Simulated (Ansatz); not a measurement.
La3Te4:
```
CELL_PARAMETERS angstrom
     -4.85794     4.85794     4.85794
      4.85794    -4.85794     4.85794
      4.85794     4.85794    -4.85794
ATOMIC_POSITIONS crystal
  La 0.87500 0.12500 0.75000
  La 0.62500 0.37500 0.25000
  La 0.75000 0.87500 0.12500
  La 0.25000 0.62500 0.37500
  La 0.12500 0.75000 0.87500
  La 0.37500 0.25000 0.62500
  Te 0.64969 0.64969 0.64969
  Te 0.35031 0.50000 0.00000
  Te 0.50000 0.00000 0.85031
  Te 0.00000 0.35031 0.50000
  Te 0.85031 0.50000 0.00000
  Te 0.14969 0.14969 0.14969
  Te 0.00000 0.85031 0.50000
  Te 0.50000 0.00000 0.35031
```

Relaxed with r²SCAN. Special points in fractions of this cell's reciprocal vectors: Γ (0.000, 0.000, 0.000); H (0.500, -0.500, 0.500); N (0.000, 0.000, 0.500); P (0.250, 0.250, 0.250).

Task: List the band energies nearest the Fermi level at these points for the program Ansatz at the r²SCAN level (PAW).

Result: In eV from the Fermi level; about four levels below and three above (degenerate sets whole), none deeper than 8.9 eV; points with the same levels are listed once.

```csv
k,below,above
Γ,-0.48 -0.48 -0.23 -0.23 -0.23,0.64 0.64 0.64
H,-2.10 -2.10 -2.10 -2.10,0.52 0.52 0.52 0.52 0.52 0.52
N,-2.86 -2.86 -2.22 -2.22,0.01 0.01 0.31 0.31
P,-2.92 -2.92 -2.92 -2.92 -2.63 -2.63,0.34 0.34 0.34 0.34
```

Space group I-43d. The first step of the workflow began from a Materials Project structure, measured or hypothetical; the Crystallography Open Database files this formula in space group No. 220, but the cells were not matched. Its standing as an ambient phase is unchecked. The r²SCAN relaxation kept the symmetry of its start; whether a distortion lowers the energy is not shown. Scalar-relativistic: spin–orbit coupling is off unless named, which matters more the heavier the elements.

Potentials: the earlier of the program's two PAW sets.
